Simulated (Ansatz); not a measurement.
A geometry of Bi$_{2}$Te$_{3}$ away from equilibrium: step 2 of the relaxation of a generated cell, Bi2Te3 placed in the beta-Ga2O3 structure type. These are r2SCAN (plane waves to 500 eV, PAW, scalar-relativistic; Ansatz, a quantum-chemistry and plane-wave program) values and carry that method's errors. Γ-centred k-mesh 5×5×3 on the run's cell (coarser than for final values), Fermi–Dirac smearing 0.05 eV.

```
CELL_PARAMETERS angstrom
      9.89503    -2.40758    -0.02023
      9.89503     2.40758    -0.02023
     -2.26430     0.00000     9.06891
ATOMIC_POSITIONS crystal
  Bi 0.09111 0.09111 0.79752
  Bi 0.90889 0.90889 0.20248
  Bi 0.66428 0.66428 0.32158
  Bi 0.33572 0.33572 0.67842
  Te 0.17476 0.17476 0.11921
  Te 0.82524 0.82524 0.88079
  Te 0.17459 0.17459 0.55652
  Te 0.82541 0.82541 0.44348
  Te 0.50232 0.50232 0.26251
  Te 0.49768 0.49768 0.73749
```

Problem. Give the Cartesian forces on all atoms (eV/Å).

Solution. 
```json
[
 {"atom": "Bi1", "Fx": "-0.11", "Fy": "0.00", "Fz": "0.16"},
 {"atom": "Bi2", "Fx": "0.11", "Fy": "0.00", "Fz": "-0.16"},
 {"atom": "Bi3", "Fx": "0.18", "Fy": "0.00", "Fz": "0.01"},
 {"atom": "Bi4", "Fx": "-0.18", "Fy": "0.00", "Fz": "-0.01"},
 {"atom": "Te5", "Fx": "0.16", "Fy": "0.00", "Fz": "-0.23"},
 {"atom": "Te6", "Fx": "-0.16", "Fy": "0.00", "Fz": "0.23"},
 {"atom": "Te7", "Fx": "-0.11", "Fy": "0.00", "Fz": "0.09"},
 {"atom": "Te8", "Fx": "0.11", "Fy": "0.00", "Fz": "-0.09"},
 {"atom": "Te9", "Fx": "-0.31", "Fy": "0.00", "Fz": "-0.09"},
 {"atom": "Te10", "Fx": "0.31", "Fy": "0.00", "Fz": "0.09"}
]
```

Problem. What is the pressure?

Solution. -0.5 GPa, compression positive.

Problem. How far above the relaxed end point is this geometry?

Solution. 0.13 eV/atom; the path ends in C2/m (No. 12).

No spin polarisation in the result.

The run could not lose the symmetry of its start: the end is stationary, and may be a saddle point rather than a minimum.

The end of the path is a generated cell of Bi2Te3: the first start was made by placing the elements on the sites of a structure type, and the end was not matched to a known phase here, so it may be hypothetical. Known forms of Bi2Te3 include space group No. 166.
